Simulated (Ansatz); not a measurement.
P$_{2}$W:
```xyz
6
Lattice="1.5912 -5.5868 0.0000 1.5912 5.5868 0.0000 0.0000 0.0000 4.9914" Properties=species:S:1:pos:R:3 pbc="T T T"
P      1.5912     4.8141     1.9097
P      1.5912    -4.8141     4.4054
P      1.5912    -3.3457     0.9957
P      1.5912     3.3457     3.4914
W      1.5912     1.0434     2.5003
W      1.5912    -1.0434     0.0046
```

Relaxed with r²SCAN. Special points in fractions of this cell's reciprocal vectors: Γ (0.000, 0.000, 0.000); Y (-0.500, 0.500, 0.000); C0 (-0.270, 0.730, 0.000); Σ0 (0.270, 0.270, 0.000); Z (0.000, 0.000, 0.500); A0 (0.270, 0.270, 0.500); E0 (-0.270, 0.730, 0.500); T (-0.500, 0.500, 0.500); S (0.000, 0.500, 0.000); R (0.000, 0.500, 0.500).

Problem. List the band energies nearest the Fermi level at these points for plane-wave PAW r²SCAN with spin–orbit coupling (Ansatz code).

Solution. In eV from the Fermi level; about four levels below and three above (degenerate sets whole), none deeper than 8.9 eV; points with the same levels are listed once.

```json
[
 {"k": "Γ", "below": "-1.17 -1.17 -1.03 -1.03", "above": "0.32 0.32 1.25 1.25"},
 {"k": "Y", "below": "-0.86 -0.86 -0.19 -0.19", "above": "0.54 0.54 1.13 1.13"},
 {"k": "C0", "below": "-2.56 -2.49 -2.11 -1.98", "above": "0.07 0.11 1.45"},
 {"k": "Z", "below": "-0.26 -0.26 -0.26 -0.26", "above": "0.98 0.98 0.98 0.98"},
 {"k": "A0", "below": "-1.30 -1.30 -1.23 -1.23", "above": "1.91 1.91 2.04 2.04"},
 {"k": "T", "below": "-1.23 -1.23 -1.23 -1.23", "above": "1.04 1.04 1.04 1.04"},
 {"k": "S", "below": "-2.97 -2.97 -1.79 -1.79", "above": "0.22 0.22 1.24 1.24"},
 {"k": "R", "below": "-1.10 -1.10 -1.09 -1.09", "above": "1.43 1.43 1.53 1.53"}
]
```

Space group Cmc2_1. The workflow started from a Materials Project entry (that database holds measured and hypothetical structures alike); the Crystallography Open Database files this formula in space group No. 36, but the cells were not matched. Whether it is the stable phase at ambient conditions was not checked. The r²SCAN relaxation kept the symmetry of its start; its stability against distortions is not shown here. No spin polarisation was allowed.

Potentials: the earlier of the program's two PAW sets.
